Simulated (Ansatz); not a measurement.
Tl2Au:
```
Tl2Au
1.0
   -3.66931     3.66931     2.84839
    3.66931    -3.66931     2.84839
    3.66931     3.66931    -2.84839
Au Tl
2 4
Direct
  0.75000   0.75000   0.00000
  0.25000   0.25000   0.00000
  0.15419   0.65419   0.80839
  0.65419   0.84581   0.50000
  0.84581   0.34581   0.19161
  0.34581   0.15419   0.50000
```

Relaxed with r²SCAN. Special points in fractions of this cell's reciprocal vectors: Γ (0.000, 0.000, 0.000); X (0.000, 0.000, 0.500); M (-0.500, 0.500, 0.500); Z (0.401, 0.401, -0.401); Z0 (-0.401, 0.599, 0.401); P (0.250, 0.250, 0.250); N (0.000, 0.500, 0.000).

Q: List the band energies nearest the Fermi level at these points for r²SCAN (plane waves, PAW; program Ansatz).

A: In eV from the Fermi level; about four levels below and three above (degenerate sets whole), none deeper than 8.9 eV; points with the same levels are listed once.

```tsv
k	below	above
Γ	-3.28 -3.28 -3.14 -2.08 -0.20	0.16 0.16 0.17 0.17
X	-1.32 -0.88 -0.54 -0.38	0.42 0.49 3.56
M	-3.58 -3.31 -3.31 -0.91	1.43 2.40 3.44 3.44
Z	-3.55 -3.40 -3.40 -0.62	0.77 1.28 1.82 1.82
P	-3.97 -3.97 -0.93 -0.93	0.14 0.14 1.77 1.77
N	-3.38 -3.38 -2.62 -2.62	0.23 0.23 2.38 2.38
```

Space group I4/mcm. The workflow started from an entry of the Crystallography Open Database (COD). Whether it is the stable phase at ambient conditions was not checked. Symmetry was held in the r²SCAN relaxation; whether a distortion lowers the energy is not shown. Scalar-relativistic: spin–orbit coupling is off unless named, which matters more the heavier the elements.

Potentials: the later of the program's two PAW sets.
